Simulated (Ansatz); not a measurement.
Given:

SiB2Os2:
```
SiB2Os2
1.0
    1.44382    -6.51493     0.00000
    1.44382     6.51493     0.00000
    0.00000     0.00000     2.79281
Si Os B
1 2 2
Cartesian
  0.00000   0.00000   0.00000
  1.44382   1.72578   1.39641
  1.44382  -1.72578   1.39641
  1.44382   3.74932   0.00000
  1.44382  -3.74932   0.00000
```

This is the r²SCAN-relaxed structure.

**Question.** All from the program Ansatz at the r²SCAN level (PAW), unless another level is named. Estimate the electronic character.

**Answer.** metallic (no gap).

**Question.** What about the formation energy from the elements (no fitted shifts)?

**Answer.** 0.21 eV/atom.

**Question.** Give the density of states at the Fermi level.

**Answer.** 0.33 states/eV per atom (mean over ±0.08 eV).

Space group Cmmm. The start of the workflow was typed in or built on a structure type; neither database checked (COD, Materials Project) lists it. Whether it is the stable phase at ambient conditions was not checked. Symmetry was held in the r²SCAN relaxation; its stability against distortions is not shown here. No spin polarisation was allowed. Its formation energy is positive at this level, so the cell may be metastable or incomplete. The references are the lowest solids computed at this level, not always the standard phases. Scalar-relativistic: spin–orbit coupling is off unless named, which matters more the heavier the elements.

Potentials: the later of the program's two PAW sets.
